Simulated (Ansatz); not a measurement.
# In2BAs3: relaxation step by step

The guess for In2BAs3 was made by a generator: random cell by space group and Wyckoff sites (I4/mmm, No. 139). Lengths were set from tabulated atomic sizes, so they are only a guess.

```
In B As
1.0
    -2.85980    2.85980    4.18927
     2.85980   -2.85980    4.18927
     2.85980    2.85980   -4.18927
In B As
2 1 3
Direct
  0.50000 0.00000 0.50000
  0.00000 0.50000 0.50000
  0.50000 0.50000 0.00000
  0.75172 0.75172 0.00000
  0.24828 0.24828 0.00000
  0.00000 0.00000 0.00000
```

Method: DFT PBE, scalar-relativistic, plane waves, PAW (Ansatz). Cutoff 420 eV, Gaussian smearing, Γ-centred meshes. Cell and atoms relax first on a coarse mesh and then on a finer one. In between, the cell is made exact in the group found at 0.06 Å. In metals the finer mesh still leaves noise of several meV/atom or more. The steps can't lower the symmetry of their start. No spin polarisation.

Steps on the 4×4×4 mesh (6 atoms, 10 steps). The free energy counts from the last step; the plane-wave basis is renewed at times, which shifts energy and pressure.

| step | ΔF (meV/atom) | V (Å³/atom) | P (GPa) | largest force component (eV/Å) |
| --- | --- | --- | --- | --- |
| 1 | 542.3 | 22.84 | 10.55 | 7.232 |
| 2 | 139.9 | 24.10 | 1.03 | 3.111 |
| 3 | 68.9 | 23.31 | 4.59 | 1.574 |
| 4 | 35.7 | 23.99 | 1.81 | 0.833 |
| 5 | 16.4 | 24.52 | -0.33 | 0.117 |
| 6 | 9.1 | 24.16 | -1.77 | 0.648 |
| 7 | 3.9 | 23.73 | -0.67 | 0.381 |
| 8 | 1.8 | 23.47 | 0.18 | 0.088 |
| 9 | 1.5 | 23.65 | -0.01 | 0.004 |
| 10 | 0.0 | 23.65 | 0.09 | 0.001 |

The relaxed structure, after a last relaxation on the converged mesh:

```
CELL_PARAMETERS angstrom
-2.70782 2.70782 4.96273
2.70782 -2.70782 4.96273
2.70782 2.70782 -4.96273
ATOMIC_POSITIONS crystal
In 0.50000 0.00000 0.50000
In 0.00000 0.50000 0.50000
B 0.50000 0.50000 0.00000
As 0.69493 0.69493 0.00000
As 0.30507 0.30507 0.00000
As 0.00000 0.00000 0.00000
```

The symmetry stays I4/mmm (No. 139). The volume per atom grows by 6.2 %, from 22.8 to 24.3 Å³. The shortest distance goes from 2.08 Å (As–As) to 1.93 Å (B–As). The ratio c/a of the conventional cell changes by a factor of 1.25. The energy falls by about 0.54 eV/atom (the start's value is from the coarse mesh). In is surrounded by 2 As at 2.71 Å, 2 B at 2.71 Å and 4 As at 3.33 Å; around B lie 2 As at 1.93 Å and 4 In at 2.71 Å; As on a site of symmetry 4mm has 1 B at 1.93 Å and 1 As at 3.03 Å; 1 more site not described.

For In2BAs3, the volume per atom is 24.3 Å³, the density is 5.3 g/cm³ and the formation energy is +0.49 eV/atom. The gap on the 10×10×10 mesh of the 6-atom cell is 0 eV (a metal).

The zero of energy is the elements' standard structures at the same level; no fitted shifts are applied.

The last run used Gaussian smearing of 0.10 eV. Weakly bound directions are ill-defined at this level, which has no dispersion term. The reference form of As is held partly by dispersion forces, which this level lacks. A structure relaxed within its symmetry needn't be a true minimum. In all, the 3 runs took 11 min on 1 thread of Intel(R) Xeon(R) Processor @ 2.50GHz (Skylake/Cascade Lake) (shared host). Another cell of In2BAs3 relaxed alike, in P-4m2, lies 40 meV/atom lower, so this cell isn't the stable form at this level.
